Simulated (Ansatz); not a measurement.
Here is the system:

Cs$_{2}$TcF$_{6}$:
```cif
data_Cs2F6Tc
_chemical_formula_sum 'Tc1 Cs2 F6'
_space_group_name_H-M_alt 'P-3m1'
_space_group_IT_number 164
_space_group_name_Hall '-P 3 2"'
_cell_length_a 6.04663
_cell_length_b 6.04663
_cell_length_c 4.77180
_cell_angle_alpha 90.000
_cell_angle_beta 90.000
_cell_angle_gamma 120.000
loop_
_atom_site_label
_atom_site_type_symbol
_atom_site_symmetry_multiplicity
_atom_site_Wyckoff_symbol
_atom_site_fract_x
_atom_site_fract_y
_atom_site_fract_z
_atom_site_occupancy
Tc1 Tc 1 a 0.00000 0.00000 0.00000 1
Cs1 Cs 2 d 0.33333 0.66667 0.29446 1
F1 F 6 i 0.30565 0.15283 0.22353 1
```

This is the LDA-relaxed structure.

### Question
All from LDA (plane waves, PAW; program Ansatz), unless another level is named. Give the highest zone-centre frequency.

### Answer
604 cm⁻¹.

### Question
Give the bulk modulus (Birch–Murnaghan fit).

### Answer
35.1 GPa.

The workflow started from an entry of the Crystallography Open Database (COD, 200 K). Whether it is the stable phase at ambient conditions was not checked. The LDA relaxation kept the symmetry of its start; of distortions, only those at the zone centre were tested. No spin polarisation was allowed. With an odd number of electrons in the cell and no spin polarisation, the count alone makes it a metal. As this level gives no gap, phonon frequencies hold no LO–TO term and depend on the k-mesh and smearing (Fermi–Dirac, 0.1 eV here). Spin–orbit coupling is left out wherever it is not named.

Potentials: the later of the program's two PAW sets.
